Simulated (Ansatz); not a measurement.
ScAl₃:
```cif
data_Al3Sc
_chemical_formula_sum 'Sc1 Al3'
_space_group_name_H-M_alt 'P 1'
_space_group_IT_number 1
_cell_length_a 4.08581
_cell_length_b 4.08581
_cell_length_c 4.08581
_cell_angle_alpha 90.000
_cell_angle_beta 90.000
_cell_angle_gamma 90.000
loop_
_space_group_symop_operation_xyz
  'x, y, z'
loop_
_atom_site_label
_atom_site_type_symbol
_atom_site_fract_x
_atom_site_fract_y
_atom_site_fract_z
_atom_site_occupancy
Sc1 Sc 0.00000 0.00000 0.00000 1
Al1 Al 0.50000 0.00000 0.50000 1
Al2 Al 0.00000 0.50000 0.50000 1
Al3 Al 0.50000 0.50000 0.00000 1
```

Relaxed with r²SCAN.

**Question.** Which orbitals make up the states near the Fermi level in the program Ansatz at the r²SCAN level (PAW)?

**Answer.** Within 0.5 eV of the Fermi level: Al 3p 43 %, Sc 3d 42 %, Al 3s 9 %. Projections are on Löwdin-orthogonalised atomic valence shells; empty p or d shells of many metals are not among them.

**Question.** Tabulate the density of states.

**Answer.** States/eV per cell of 4 atoms, in 0.25 eV bins, energy from the Fermi level.

| E (eV) | total | Al 3p | Sc 3d | Al 3s |
|---|---|---|---|---|
| -7.85 | 0.62 | 0.32 | 0.04 | 0.23 |
| -7.60 | 0.68 | 0.37 | 0.05 | 0.23 |
| -7.35 | 0.77 | 0.42 | 0.06 | 0.23 |
| -7.10 | 0.73 | 0.40 | 0.05 | 0.22 |
| -6.85 | 0.74 | 0.40 | 0.05 | 0.22 |
| -6.60 | 0.81 | 0.44 | 0.05 | 0.25 |
| -6.35 | 0.92 | 0.50 | 0.06 | 0.29 |
| -6.10 | 1.13 | 0.60 | 0.07 | 0.38 |
| -5.85 | 1.28 | 0.66 | 0.09 | 0.46 |
| -5.60 | 1.28 | 0.63 | 0.12 | 0.48 |
| -5.35 | 1.27 | 0.60 | 0.15 | 0.48 |
| -5.10 | 1.25 | 0.56 | 0.18 | 0.47 |
| -4.85 | 1.20 | 0.55 | 0.18 | 0.42 |
| -4.60 | 1.07 | 0.53 | 0.17 | 0.34 |
| -4.35 | 1.02 | 0.55 | 0.16 | 0.28 |
| -4.10 | 1.10 | 0.63 | 0.17 | 0.26 |
| -3.85 | 1.28 | 0.80 | 0.18 | 0.24 |
| -3.60 | 1.45 | 0.92 | 0.22 | 0.25 |
| -3.35 | 1.51 | 0.98 | 0.24 | 0.23 |
| -3.10 | 1.73 | 1.16 | 0.28 | 0.22 |
| -2.85 | 1.79 | 1.19 | 0.33 | 0.20 |
| -2.60 | 1.86 | 1.24 | 0.38 | 0.18 |
| -2.35 | 2.00 | 1.32 | 0.46 | 0.17 |
| -2.10 | 2.34 | 1.54 | 0.59 | 0.16 |
| -1.85 | 2.31 | 1.42 | 0.69 | 0.14 |
| -1.60 | 2.56 | 1.41 | 0.94 | 0.16 |
| -1.35 | 1.69 | 0.89 | 0.63 | 0.12 |
| -1.10 | 1.29 | 0.65 | 0.50 | 0.10 |
| -0.85 | 1.14 | 0.55 | 0.46 | 0.09 |
| -0.60 | 1.22 | 0.56 | 0.53 | 0.09 |
| -0.35 | 1.30 | 0.58 | 0.58 | 0.09 |
| -0.10 | 1.25 | 0.55 | 0.55 | 0.09 |
| 0.15 | 1.22 | 0.51 | 0.51 | 0.13 |
| 0.40 | 0.98 | 0.39 | 0.36 | 0.14 |
| 0.65 | 1.57 | 0.57 | 0.62 | 0.23 |
| 0.90 | 2.74 | 1.05 | 1.13 | 0.31 |
| 1.15 | 2.59 | 0.92 | 1.13 | 0.28 |
| 1.40 | 1.57 | 0.51 | 0.64 | 0.19 |
| 1.65 | 2.48 | 0.68 | 1.16 | 0.30 |
| 1.90 | 2.17 | 0.39 | 1.15 | 0.23 |
| 2.15 | 3.52 | 0.52 | 1.96 | 0.30 |
| 2.40 | 3.64 | 0.66 | 2.24 | 0.30 |
| 2.65 | 3.81 | 0.63 | 2.45 | 0.36 |
| 2.90 | 4.17 | 0.76 | 2.47 | 0.39 |
| 3.15 | 2.63 | 0.64 | 1.08 | 0.35 |
| 3.40 | 1.72 | 0.43 | 0.67 | 0.40 |
| 3.65 | 2.75 | 0.79 | 0.98 | 0.64 |
| 3.90 | 3.31 | 0.87 | 1.29 | 0.75 |
| 4.15 | 3.28 | 0.83 | 1.38 | 0.70 |
| 4.40 | 2.77 | 0.65 | 1.29 | 0.54 |
| 4.65 | 2.28 | 0.76 | 0.68 | 0.40 |

Space group Pm-3m (Cu3Au type). The r²SCAN relaxation kept the symmetry of its start. The run is not spin-polarised.

Potentials: the earlier of the program's two PAW sets. The files were generated under PBE; for other functionals the program regenerates the frozen cores, and for LDA and PBEsol the local potential too.
